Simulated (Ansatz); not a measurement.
# Deforming YTl

```
Y Tl
1.0
     3.75100    0.00000    0.00000
     0.00000    3.75100    0.00000
     0.00000    0.00000    3.75100
Y Tl
1 1
Direct
  0.50000 0.50000 0.50000
  0.00000 0.00000 0.00000
```

Atoms are numbered in the order listed.

The cell comes from COD entry 1527195, which wasn't checked; take it as a given geometry.

No spin–orbit coupling, which matters for the heavy atoms here.

Theory: DFT, LDA, all-electron PAW with datasets made for the crystal, scalar-relativistic in Ansatz 0.2.0.

Numerical set-up: a Γ-centred 11×11×11 k mesh, Fermi–Dirac smearing of 0.08 eV, cutoff 240 eV (chosen by the program for this cell), no spin polarisation.

The unchanged cell is at -2.99 GPa.

In a metal, stresses and small energies carry noise from the k mesh.

x, y and z are the Cartesian axes of the cell as listed; fractional coordinates follow a strain, and an engineering shear is twice the off-diagonal strain component.

With this change (equal xy, yz and zx engineering shear strains of -2 %), what becomes of the energy and stress?

Energy change +4 meV/atom; stress change (xx, yy, zz, yz, xz, xy) 0.10, 0.10, 0.10, 0.77, 0.77, 0.77 GPa, compression positive.

With equal xy, yz and zx engineering shear strains of -1 %: energy change under 1 meV/atom; stress change (xx, yy, zz, yz, xz, xy) 0.03, 0.03, 0.03, 0.36, 0.36, 0.36 GPa, compression positive.

With this change (equal xy, yz and zx engineering shear strains of +1 %), what becomes of the energy and stress?

Energy change under 1 meV/atom; stress change (xx, yy, zz, yz, xz, xy) 0.02, 0.02, 0.02, -0.30, -0.30, -0.30 GPa, compression positive.

With this change (equal xy, yz and zx engineering shear strains of +2 %), what becomes of the energy and stress?

Energy change +3 meV/atom; stress change (xx, yy, zz, yz, xz, xy) 0.09, 0.09, 0.09, -0.55, -0.55, -0.55 GPa, compression positive.
